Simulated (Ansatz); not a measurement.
Ca₃PbO:
```yaml
crystal:
  lattice:
    - [4.83687, 0.00000, 0.00000]
    - [0.00000, 4.83687, 0.00000]
    - [0.00000, 0.00000, 4.83687]
  atoms:
    - { symbol: O, position: [0.50000, 0.50000, 0.50000] }
    - { symbol: Pb, position: [0.00000, 0.00000, 0.00000] }
    - { symbol: Ca, position: [0.00000, 0.50000, 0.50000] }
    - { symbol: Ca, position: [0.50000, 0.00000, 0.50000] }
    - { symbol: Ca, position: [0.50000, 0.50000, 0.00000] }
```

Relaxed with r²SCAN.

### Question
Give the Bader charges and basin volumes of the independent atoms, the program Ansatz at the r²SCAN level (PAW).

### Answer


```csv
atom,Bader charge (e),Bader volume (Å³)
O1,-1.57,16.4
Pb2,-2.52,53.3
Ca3,+1.37,14.5
```

Space group Pm-3m (anti-perovskite). The workflow started from an entry of the Crystallography Open Database (COD). Whether it is the stable phase at ambient conditions was not checked. The r²SCAN relaxation kept the symmetry of its start; whether a distortion lowers the energy is not shown. Scalar-relativistic: spin–orbit coupling is off unless named, which matters more the heavier the elements.

Potentials: the later of the program's two PAW sets.
